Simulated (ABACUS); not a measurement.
A self-consistent single point of a model cell of In (Cmce, 4 atoms in the cell; prototype structure) with ABACUS.

Method: PBE, numerical atomic orbitals DZP (confined pseudo-atomic orbitals; energy shift 0.01 Ry), PseudoDojo 0.5 standard norm-conserving PBE (tails mended) pseudopotentials in ABACUS.

```
In
1.0
    2.02893    -6.41572     0.00000
    2.02893     6.41572     0.00000
    0.00000     0.00000     5.35925
In
4
Direct
  0.39832   0.60168   0.58056
  0.60168   0.39832   0.41944
  0.89832   0.10168   0.91944
  0.10168   0.89832   0.08056
```

Reference input (self-consistent single point, DFT, PBE, numerical atomic orbitals DZP (confined pseudo-atomic orbitals; energy shift 0.01 Ry), PseudoDojo 0.5 standard norm-conserving PBE (tails mended) pseudopotentials): basis = DZP numerical atomic orbitals, energy shift 0.01 Ry; KPT = Gamma 7 7 5 0 0 0; basis_type = lcao; ecutwfc = 100 Ry; smearing_method = mp; smearing_sigma = 0.0146997 Ry; potentials = PseudoDojo 0.5 standard norm-conserving PBE (tails mended); symmetry = 1; symmetry_prec = 1e-05; ks_solver = scalapack_gvx; scf_nmax = 100; scf_thr = 1.0e-07. This run's input differs from it in these lines:

```diff
@@ -48,3 +48,3 @@
 Gamma
-7 7 5 0 0 0
+3 3 3 0 0 0
```

Output (repeated stretches shortened):

```
 SELF-CONSISTENT
 -------------------------------------------

                  longest orb rcut (Bohr) = 8.4
   longest nonlocal projector rcut (Bohr) = 2.42
                     search radius (Bohr) = 21.6

                          real space grid = [ 81, 81, 72 ]
                                 init_chg = atomic

 LCAO ALGORITHM --------------- ION=   1  ELEC=   1--------------------------------

 Density error is 0.0207638738281
 E_KohnSham     -531.2070087912      -7227.4421370969
 E_Fermi        0.5168592384         7.0322307063

 LCAO ALGORITHM --------------- ION=   1  ELEC=   2--------------------------------

   [... lines left out ...]

   [... 4 blocks of this kind left out ...]

 LCAO ALGORITHM --------------- ION=   1  ELEC=   7--------------------------------

 Density error is 8.67830914729e-07
 E_KohnSham     -531.2113810777      -7227.5016251063
 E_Fermi        0.5141218731         6.9949869409

 LCAO ALGORITHM --------------- ION=   1  ELEC=   8--------------------------------

 Density error is 8.126910437e-08
 E_KohnSham     -531.2113810777      -7227.5016251056
 E_KS(sigma->0) -531.2112995376      -7227.5005156966
 E_entropy(-TS) -0.0002446201        -0.0033282269
 E_Fermi        0.5141221037         6.9949900779
 charge density convergence is achieved
 final etot is -7227.5016251 eV
 EFERMI = 6.9949900779 eV

 STATE ENERGY(eV) AND OCCUPATIONS    NSPIN == 1
   [... 33 lines left out ...]

 --------------------------------------------
 !FINAL_ETOT_IS -7227.5016251056267720 eV
 --------------------------------------------
```

The run converged in 8 iterations. Against the reference run the free energy falls by 75.7 meV/atom.

The starting geometry comes from a prototype or from typed values, not from a relaxation at this level; it need not be a known phase. The atom-centred basis is finite, which shifts total energies against plane waves. Forces and stress are left out: the polarisation orbitals used for some of these elements are too diffuse to give them reliably, and gaps can carry the same lack. This run is one point of a test of settings, so its values need not be converged; read them against the reference run alone. No clean gap shows at this smearing width and mesh (spacing up to 0.54 Å⁻¹); the mesh is coarse for partly filled bands, so the values carry mesh errors.

Cost on one core: roughly 40 core-seconds.

The atomic orbitals were generated for these runs; they are not ABACUS's published sets and were checked against plane waves on a few crystals only.

“Tails mended”: in these copies of the files the far tail of each local potential was reset to the Coulomb form.
